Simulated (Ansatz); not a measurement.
GaBiN₂ in space group P3m1 (No. 156; Bi on 1b, N on 1b, Ga on 1c, N on 1c), DFT-PBEsol in the program Ansatz with PAW potentials, all energies at zero smearing, with the estimated change up to a 700 eV cutoff added, with one set of potentials and settings (totals compare only within such a set). Cell of 4 atoms (1 Bi, 2 N, 1 Ga): -16743.618 eV.

```
element            reference phase  E (eV/atom)
-------  -------------------------  -----------
Bi       R-3m, 2 atoms in the cell  -12244.4675
N        Pa-3, 8 atoms in the cell    -378.4910
Ga       Cmce, 4 atoms in the cell   -3743.2073
```

Formation energy per atom, worked out: (-16743.618 − 1×(-12244.4675) − 2×(-378.4910) − 1×(-3743.2073))/4 = 0.260 eV/atom (25 kJ per mol of atoms), at 0 K, without zero-point energy or fitted corrections.

The start of the workflow was typed in or built on a structure type; neither database checked (COD, Materials Project) lists it. Its standing as an ambient phase is unchecked. Symmetry was held in the PBEsol relaxation; whether a distortion lowers the energy is not shown. The volume moved by 23 % from the start of the relaxation. Its formation energy is positive at this level, so the cell may be metastable or incomplete. The references are the lowest solids computed at this level, not always the standard phases (solids in place of the gases). Spin–orbit coupling is left out wherever it is not named.

Potentials: the earlier of the program's two PAW sets. The files were generated under PBE; for other functionals the program regenerates the frozen cores, and for LDA and PBEsol the local potential too.
